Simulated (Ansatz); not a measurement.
# Relaxing WSe$_{2}$

Computed with DFT r2SCAN, scalar-relativistic, plane waves, PAW (Ansatz 0.2.0). (500 eV cutoff, 12×12×2 k-mesh, Gaussian smearing of 0.02 eV, no spin polarisation)

What was changed: biaxial strain in the a-b plane, c and atoms relaxed: -6.0 %.

Spin–orbit coupling is left out, which can shift energies with elements as heavy as these.

Command:

```bash
ansatz run input.yaml --threads 1 --pin off --max-ram 2560MiB --backend cpu --events-out ev --progress --plain --runs-dir out
```

Input:

```yaml
crystal:
  lattice:
    - [3.1155017897, 0.0, 0.0]
    - [-1.5577508948, 2.6981036954, 0.0]
    - [0.0, 0.0, 17.2583883295]
  atoms:
    - { symbol: W, position: [0.0, 0.0, 0.0] }
    - { symbol: Se, position: [0.3333333333, 0.6666666667, 0.1002654787] }
    - { symbol: Se, position: [0.3333333333, 0.6666666667, 0.8997345213] }
basis:
  ecutwfc: 500
kpoints:
  mp_grid: { grid: [12, 12, 2] }
hamiltonian:
  xc: r2scan
scf:
  occupations: { method: gaussian, width: 0.02 }
output:
  forces: true
  stress: true
  eigenvalues: true
relax:
  adjacent_minimum: "off"
  f_tol: 0.008
  max_steps: 40
  cell: { stress_tol: 0.015, fix: [a, b, gamma] }
```

F is the free energy. Steps run on the plane waves of an earlier cell, but the last one, and at times one on the way, on a freshly chosen basis, so a repeated geometry can differ a little in energy. The held parts of the cell keep their stress, so P needn't end at zero.

Steps:

```tsv
step	F − F(1) (eV)	largest force component (eV/Å)	V (Å³/atom)	P (GPa)
1	0.0000	0.121	48.358	4.92
2	0.0000	0.116	48.364	4.40
3	-0.0008	0.001	48.358	4.66
4	-0.0008	0.001	48.358	4.66
```

Relaxed structure:

```xyz
3
Lattice="3.1155 0.0000 0.0000 -1.5578 2.6981 0.0000 0.0000 0.0000 17.2586" Properties=species:S:1:pos:R:3 pbc="T T T"
W     0.0000    0.0000    0.0000
Se    0.0000    1.7987    1.7368
Se    0.0000    1.7987   15.5219
```

Symmetry: P-6m2, No. 187, hexagonal system. The conventional cell has a = 3.116 Å, b = 3.116 Å, c = 17.259 Å, α = 90.00°, β = 90.00°, γ = 120.00°. Around W (site symmetry -6m2) lie 6 Se at 2.50 Å. Around Se (site symmetry 3m) lie 3 W at 2.50 Å.

The run converged. The run took 98 s on 1 thread of Intel(R) Xeon(R) Platinum 8259CL CPU @ 2.50GHz (Skylake/Cascade Lake), on a shared host, peak memory 0.79 GiB.